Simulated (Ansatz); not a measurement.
BN:
```cif
data_B4N4
_chemical_formula_sum 'B4 N4'
_space_group_name_H-M_alt 'P 1'
_space_group_IT_number 1
_cell_length_a 2.50607
_cell_length_b 2.50607
_cell_length_c 13.76567
_cell_angle_alpha 90.000
_cell_angle_beta 90.000
_cell_angle_gamma 120.000
loop_
_space_group_symop_operation_xyz
  'x, y, z'
loop_
_atom_site_label
_atom_site_type_symbol
_atom_site_fract_x
_atom_site_fract_y
_atom_site_fract_z
_atom_site_occupancy
B1 B 0.33333 0.66667 0.12031 1
B2 B 0.66667 0.33333 0.62031 1
B3 B 0.66667 0.33333 0.87969 1
B4 B 0.33333 0.66667 0.37969 1
N1 N 0.33333 0.66667 0.62040 1
N2 N 0.66667 0.33333 0.12040 1
N3 N 0.66667 0.33333 0.37960 1
N4 N 0.33333 0.66667 0.87960 1
```

Relaxed with PBE+D3(BJ).

### Question
Give the optical modes at the zone centre with their infrared and Raman activity from DFPT, plane-wave PAW PBE+D3(BJ) (Ansatz code).

### Answer
Transverse frequencies, without the LO–TO term; a row sums one degenerate level.

```tsv
ω (cm⁻¹)	degeneracy	IR ((D/Å)²/amu)	Raman (Å⁴/amu)	activity
31i	2	0.00	0	silent
8	2	0.00	0.73	Raman
32	2	0.00	0	silent
75	1	0.00	0	silent
82	1	0.00	0	silent
112	1	0.00	0.44	Raman
755	1	6.50	0	IR
796	1	0.00	1.6	Raman
798	1	0.00	0	silent
800	1	0.00	0	silent
1354	2	0.00	0.51	Raman
1354	2	0.00	0	silent
1355	2	0.00	1400	Raman
1355	2	223.04	0	IR
```

### Question
How high does the top mode go among those that the LO–TO term moves?

### Answer
1587 cm⁻¹ for q along x, 1587 cm⁻¹ for q along y, 803 cm⁻¹ for q along z.

Space group P6_3/mmc. The cell is a constructed one: a structure type filled with these elements. Its sites differ from those of the usual phase in this space group: another stacking or structure type. The cell was relaxed with PBE+D3(BJ) under the symmetry of its start; phonons on a q-mesh show weakly imaginary modes. The volume moved by 57 % from the start of the relaxation.

Potentials: the later of the program's two PAW sets.
